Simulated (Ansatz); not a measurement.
HgBr:
```cif
data_Br2Hg2
_chemical_formula_sum 'Hg2 Br2'
_space_group_name_H-M_alt 'P 1'
_space_group_IT_number 1
_cell_length_a 6.52783
_cell_length_b 6.52783
_cell_length_c 6.52783
_cell_angle_alpha 138.103
_cell_angle_beta 138.103
_cell_angle_gamma 60.746
loop_
_space_group_symop_operation_xyz
  'x, y, z'
loop_
_atom_site_label
_atom_site_type_symbol
_atom_site_fract_x
_atom_site_fract_y
_atom_site_fract_z
_atom_site_occupancy
Hg1 Hg 0.88548 0.88548 0.00000 1
Hg2 Hg 0.11452 0.11452 0.00000 1
Br1 Br 0.65668 0.65668 0.00000 1
Br2 Br 0.34332 0.34332 0.00000 1
```

Relaxed with r²SCAN+D4.

Q: Tabulate the valence density and the electron localisation function along the shortest Hg–Br contact (2.58 Å), DFT-r²SCAN+D4 in the program Ansatz with PAW potentials.

A: 

```
distance from Hg (Å)  density (e/Å³)   ELF
--------------------  --------------  ----
0.26                           14.09  0.68
0.39                           10.99  0.60
0.52                            7.77  0.55
0.64                            4.89  0.49
0.77                            2.65  0.41
0.90                            1.27  0.30
1.03                            0.69  0.22
1.16                            0.51  0.22
1.29                            0.47  0.35
1.42                            0.53  0.58
1.55                            0.66  0.76
1.68                            0.86  0.83
1.80                            1.06  0.83
1.93                            1.15  0.69
2.06                            1.01  0.36
2.19                            0.69  0.07
2.32                            0.35  0.00
```

The density is the valence pseudo-density with augmentation charge, so density and ELF within about 1 Å of a nucleus are not all-electron values.

Space group I4/mmm. The workflow started from a Materials Project entry (that database holds measured and hypothetical structures alike); the Crystallography Open Database files this formula in space group No. 139, but the cells were not matched. Whether it is the stable phase at ambient conditions was not checked. Symmetry was held in the r²SCAN+D4 relaxation; whether a distortion lowers the energy is not shown. Spin–orbit coupling is left out wherever it is not named.

Potentials: the later of the program's two PAW sets.
